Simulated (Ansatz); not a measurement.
ZrO₂:
```cif
data_O8Zr4
_chemical_formula_sum 'Zr4 O8'
_space_group_name_H-M_alt 'P 1'
_space_group_IT_number 1
_cell_length_a 10.20614
_cell_length_b 3.42690
_cell_length_c 3.76608
_cell_angle_alpha 90.000
_cell_angle_beta 90.000
_cell_angle_gamma 90.000
loop_
_space_group_symop_operation_xyz
  'x, y, z'
loop_
_atom_site_label
_atom_site_type_symbol
_atom_site_fract_x
_atom_site_fract_y
_atom_site_fract_z
_atom_site_occupancy
Zr1 Zr 0.88112 0.75000 0.75048 1
Zr2 Zr 0.11888 0.25000 0.24952 1
Zr3 Zr 0.61888 0.25000 0.25048 1
Zr4 Zr 0.38112 0.75000 0.74952 1
O1 O 0.21653 0.75000 0.40478 1
O2 O 0.78347 0.25000 0.59522 1
O3 O 0.28347 0.25000 0.90478 1
O4 O 0.71653 0.75000 0.09522 1
O5 O 0.47440 0.75000 0.25991 1
O6 O 0.52560 0.25000 0.74009 1
O7 O 0.02560 0.25000 0.75991 1
O8 O 0.97440 0.75000 0.24009 1
```

Relaxed with LDA.

Task: Which orbitals make up the states near the band edges in LDA (plane waves, PAW; program Ansatz)?

Result: Top 1 eV of the valence band: O 2p 93 %. Bottom 1 eV of the conduction band: Zr 4d 86 %, O 2p 11 %. Projections are on Löwdin-orthogonalised atomic valence shells; empty p or d shells of many metals are not among them.

Task: Tabulate the density of states.

Result: States/eV per cell of 12 atoms, in 0.25 eV bins, energy from the valence-band maximum.

| E (eV) | total | O 2p | Zr 4d | O 2s |
|---|---|---|---|---|
| -5.50 | 0.00 | 0.00 | 0.00 | 0.00 |
| -5.25 | 1.27 | 0.82 | 0.35 | 0.01 |
| -5.00 | 3.68 | 2.43 | 1.03 | 0.02 |
| -4.75 | 7.54 | 5.05 | 2.13 | 0.03 |
| -4.50 | 12.05 | 8.15 | 3.42 | 0.05 |
| -4.25 | 10.64 | 7.25 | 3.03 | 0.05 |
| -4.00 | 9.35 | 6.55 | 2.44 | 0.05 |
| -3.75 | 9.16 | 6.77 | 1.84 | 0.10 |
| -3.50 | 9.57 | 7.14 | 1.92 | 0.10 |
| -3.25 | 9.14 | 7.05 | 1.61 | 0.09 |
| -3.00 | 9.32 | 7.35 | 1.40 | 0.11 |
| -2.75 | 9.85 | 7.95 | 1.25 | 0.13 |
| -2.50 | 4.70 | 3.81 | 0.59 | 0.09 |
| -2.25 | 8.48 | 6.93 | 1.09 | 0.12 |
| -2.00 | 11.43 | 9.44 | 1.48 | 0.12 |
| -1.75 | 10.41 | 8.79 | 1.23 | 0.08 |
| -1.50 | 11.99 | 10.35 | 1.18 | 0.10 |
| -1.25 | 11.65 | 10.36 | 0.88 | 0.08 |
| -1.00 | 8.91 | 8.03 | 0.58 | 0.06 |
| -0.75 | 9.16 | 8.38 | 0.48 | 0.05 |
| -0.50 | 10.11 | 9.27 | 0.57 | 0.06 |
| -0.25 | 12.21 | 11.48 | 0.45 | 0.05 |
| 0.00 | 1.38 | 1.32 | 0.03 | 0.00 |
| 0.25 | 0.00 | 0.00 | 0.00 | 0.00 |
| 0.50 | 0.00 | 0.00 | 0.00 | 0.00 |
| 0.75 | 0.00 | 0.00 | 0.00 | 0.00 |
| 1.00 | 0.00 | 0.00 | 0.00 | 0.00 |
| 1.25 | 0.00 | 0.00 | 0.00 | 0.00 |
| 1.50 | 0.00 | 0.00 | 0.00 | 0.00 |
| 1.75 | 0.00 | 0.00 | 0.00 | 0.00 |
| 2.00 | 0.00 | 0.00 | 0.00 | 0.00 |
| 2.25 | 0.00 | 0.00 | 0.00 | 0.00 |
| 2.50 | 0.00 | 0.00 | 0.00 | 0.00 |
| 2.75 | 0.00 | 0.00 | 0.00 | 0.00 |
| 3.00 | 0.00 | 0.00 | 0.00 | 0.00 |
| 3.25 | 0.00 | 0.00 | 0.00 | 0.00 |
| 3.50 | 1.45 | 0.11 | 1.30 | 0.01 |
| 3.75 | 2.33 | 0.22 | 2.04 | 0.01 |
| 4.00 | 3.75 | 0.42 | 3.21 | 0.02 |
| 4.25 | 5.84 | 0.68 | 4.93 | 0.05 |
| 4.50 | 5.49 | 0.59 | 4.65 | 0.08 |
| 4.75 | 7.36 | 0.83 | 6.24 | 0.07 |
| 5.00 | 7.65 | 0.84 | 6.51 | 0.07 |
| 5.25 | 5.81 | 0.70 | 4.83 | 0.09 |
| 5.50 | 11.34 | 1.58 | 9.18 | 0.23 |
| 5.75 | 8.39 | 1.28 | 6.66 | 0.19 |
| 6.00 | 6.74 | 1.04 | 5.16 | 0.27 |
| 6.25 | 7.78 | 0.93 | 5.97 | 0.54 |
| 6.50 | 7.92 | 1.03 | 5.69 | 0.64 |
| 6.75 | 5.08 | 0.66 | 3.45 | 0.50 |
| 7.00 | 4.16 | 0.51 | 2.66 | 0.48 |
| 7.25 | 4.95 | 0.56 | 2.97 | 0.65 |
| 7.50 | 5.99 | 0.85 | 3.96 | 0.64 |
| 7.75 | 6.05 | 1.03 | 4.02 | 0.51 |
| 8.00 | 8.71 | 1.66 | 5.73 | 0.62 |
| 8.25 | 11.26 | 2.42 | 7.35 | 0.59 |

Space group Pnma. The workflow started from a Materials Project entry (that database holds measured and hypothetical structures alike); the Crystallography Open Database copy checked does not list it. It is not the phase usual at ambient conditions (space group No. 14). The cell was relaxed with LDA under the symmetry of its start; its stability against distortions is not shown here. The run is not spin-polarised. Spin–orbit coupling is left out wherever it is not named.

Potentials: the later of the program's two PAW sets.
